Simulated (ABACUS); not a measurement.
ABACUS run on InP (F-43m, 2 atoms in the cell; from Materials Project mp-20351, lattice scaled a little): self-consistent single point.

Level of theory: PBE, PseudoDojo 0.5 standard norm-conserving PBE (tails mended) pseudopotentials (plane waves; ABACUS).

```
CELL_PARAMETERS angstrom
      0.00000     2.96437     2.96437
      2.96437     0.00000     2.96437
      2.96437     2.96437     0.00000
ATOMIC_POSITIONS crystal
  In 0.00000 0.00000 0.00000
  P  0.25000 0.25000 0.25000
```

Reference input (self-consistent single point, DFT, PBE, plane waves, PseudoDojo 0.5 standard norm-conserving PBE (tails mended) pseudopotentials): KPT = MP 5 5 5 0 0 0; basis_type = pw; ecutwfc = 70 Ry; smearing_method = fd; smearing_sigma = 0.00367493 Ry; potentials = PseudoDojo 0.5 standard norm-conserving PBE (tails mended); symmetry = 1; ks_solver = cg; scf_nmax = 100; scf_thr = 1.0e-09 Ry; mixing_type = broyden; mixing_beta = 0.7. This run's input differs from it in these lines:

```diff
@@ -45,4 +45,4 @@
 0
-MP
-5 5 5 0 0 0
+Gamma
+5 5 5 0.5 0.5 0.5
```

The program printed (abridged):

```
 SELF-CONSISTENT
 -------------------------------------------
                                 init_chg = atomic

 PW ALGORITHM --------------- ION=   1  ELEC=   1--------------------------------
 Notice: Threshold on eigenvalues was too large.

 Density error is 0.102142526639
                          Error Threshold = 0.000522973888035
 E_KohnSham     -146.7616753039      -1996.7950321586
 E_Fermi        0.4953400649         6.7394473303

 PW ALGORITHM --------------- ION=   1  ELEC=   2--------------------------------

 Density error is 0.00861143715575
                          Error Threshold = 0.000567458481328
   [... lines left out ...]

 Density error is 5.95733347587e-09
                          Error Threshold = 1.76839718726e-10
 E_KohnSham     -146.7892511871      -1997.1702212980
 E_Fermi        0.5395468154         7.3409110272

 PW ALGORITHM --------------- ION=   1  ELEC=  10--------------------------------

 Density error is 9.06947586548e-10
                          Error Threshold = 3.30962970882e-11
 E_KohnSham     -146.7892511897      -1997.1702213336
 E_KS(sigma->0) -146.7892511886      -1997.1702213183
 E_entropy(-TS) -0.0000000022        -0.0000000306
 E_Fermi        0.5395491962         7.3409434194
 charge density convergence is achieved
 final etot is -1997.1702213 eV
 EFERMI = 7.3409434194 eV

 STATE ENERGY(eV) AND OCCUPATIONS    NSPIN == 1
   [... 16 lines left out ...]

 TOTAL-FORCE (eV/Angstrom)
                       In1         0.0000000000         0.0000000000         0.0000000000
                        P1         0.0000000000         0.0000000000         0.0000000000

 TOTAL-STRESS (KBAR)
        10.3333904004         0.0000000000         0.0000000000
         0.0000000000        10.3333904004        -0.0000000000
         0.0000000000        -0.0000000000        10.3333904004
 TOTAL-PRESSURE: 10.333390 KBAR

 --------------------------------------------
 !FINAL_ETOT_IS -1997.1702213335825036 eV
 --------------------------------------------
```

The run converged in 10 iterations. Against the reference run the free energy falls by 17.7 meV/atom and the pressure moves little (1.04 to 1.03 GPa).

A shifted mesh samples other points: it can miss Γ, where band edges often lie, and can lower the symmetry, which leaves small forces and shears. This run is one point of a test of settings, so its values need not be converged; read them against the reference run alone. The structure comes from a collection of computed structures, made at another level of theory; the collection holds predicted forms beside known ones. Its lattice was then scaled.

Cost on one core: roughly 30 core-seconds.

“Tails mended”: in these copies of the files the far tail of each local potential was reset to the Coulomb form.
